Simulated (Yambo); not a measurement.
G0W0@PBEsol for a free-standing MoS$_{2}$ monolayer (symmetry P-6m2, slab cell 16.1 Å high) in Yambo. Reference settings: 6×6×1 Γ-centred k mesh, bands 3 to 192 and a 7 Ry block in the screening, 192 bands in G with the Bruneval-Gonze terminator, plasmon pole fitted at 27.2 eV, slab-truncated Coulomb interaction, stochastic integration of W near q = 0. The PBEsol gap K → K on this mesh is 1.73 eV; G0W0 gaps are taken between the same points.

The settings were changed. The gap went from 2.53 eV to 2.58 eV, and the shift of the valence edge from -0.04 eV to 0.24 eV.

### Question
Name the change that produced these shifts.
(A) no terminator
(B) 124 bands in G
(C) 6 Ry block
(D) 3 Ry block

### Answer
A, no terminator. The others gave (gap, valence shift): 124 bands in G: 2.53, -0.01 eV; 3 Ry block: 2.52, 0.14 eV; 6 Ry block: 2.54, -0.01 eV.

Spin-orbit coupling is included.

Geometry relaxed with PBEsol; primitive cell a = 3.1410 Å, b = 3.1410 Å, c = 16.1000 Å, α = 90.00°, β = 90.00°, γ = 120.00°.

A shift is the quasiparticle energy of the state minus its PBEsol energy.
